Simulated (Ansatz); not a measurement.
SnC (NiAs type, P6_3/mmc), PBE+D3(BJ) in the plane-wave PAW code Ansatz, all energies at zero smearing, with the estimated change up to a 700 eV cutoff added, with one set of potentials and settings (totals compare only within such a set). Cell of 4 atoms (2 Sn, 2 C): -12545.822 eV.

```csv
element,reference phase,E (eV/atom)
Sn,"I4_1/amd, 2 atoms in the cell",-6024.6298
C,"P6_3/mmc, 4 atoms in the cell",-251.0872
```

Formation energy per atom, worked out: (-12545.822 − 2×(-6024.6298) − 2×(-251.0872))/4 = 1.403 eV/atom (135 kJ per mol of atoms), at 0 K, without zero-point energy or fitted corrections.

A made-up cell: these elements were put on the sites of a structure type; neither database checked (COD, Materials Project) lists it. Whether it is the stable phase at ambient conditions was not checked. The cell was relaxed with PBE+D3(BJ) under the symmetry of its start; whether a distortion lowers the energy is not shown. The references are the lowest solids computed at this level, not always the standard phases. Scalar-relativistic: spin–orbit coupling is off unless named, which matters more the heavier the elements.

Potentials: the earlier of the program's two PAW sets.
